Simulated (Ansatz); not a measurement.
BaAg₂As₂:
```xyz
5
Lattice="-2.2901 2.2901 5.6133 2.2901 -2.2901 5.6133 2.2901 2.2901 -5.6133" Properties=species:S:1:pos:R:3 pbc="T T T"
Ba     0.0000     0.0000     0.0000
Ag     0.0000     2.2901     2.8066
Ag     2.2901     0.0000     2.8066
As     0.0000     0.0000     4.3150
As     0.0000     0.0000     6.9116
```

Relaxed with r²SCAN. Special points in fractions of this cell's reciprocal vectors: Γ (0.000, 0.000, 0.000); X (0.000, 0.000, 0.500); P (0.250, 0.250, 0.250); N (0.000, 0.500, 0.000); M (0.500, 0.500, -0.500); S (0.292, 0.708, -0.292); S0 (-0.292, 0.292, 0.292); R (-0.083, 0.083, 0.500); G (0.500, 0.500, -0.083).

Task: List the band energies nearest the Fermi level at these points for DFT-r²SCAN in the program Ansatz with PAW potentials.

Result: In eV from the Fermi level; about four levels below and three above (degenerate sets whole), none deeper than 8.9 eV; points with the same levels are listed once.

```json
[
 {"k": "Γ", "below": "-2.18 -2.18 -1.02 -1.02", "above": "0.27 1.51 2.21"},
 {"k": "X", "below": "-3.17 -3.05 -2.64 -2.33", "above": "0.18 2.79 2.83"},
 {"k": "P", "below": "-3.12 -3.12 -2.49 -2.49 -0.27", "above": "3.80 3.80 4.23"},
 {"k": "N", "below": "-2.16 -1.33 -0.22 -0.09", "above": "1.72 2.73 2.86"},
 {"k": "M", "below": "-2.50 -2.50 -1.94 -1.04", "above": "0.16 0.49 0.49"},
 {"k": "S", "below": "-4.89 -4.88 -2.60 -2.29 -2.22", "above": "0.04 1.03 1.56"},
 {"k": "R", "below": "-3.15 -2.95 -2.77 -2.15", "above": "0.22 2.77 2.82"}
]
```

Space group I4/mmm. The workflow started from an entry of the Crystallography Open Database (COD, 295 K). Whether it is the stable phase at ambient conditions was not checked. The r²SCAN relaxation kept the symmetry of its start; its stability against distortions is not shown here. No spin polarisation was allowed. Spin–orbit coupling is left out wherever it is not named.

Potentials: the later of the program's two PAW sets.
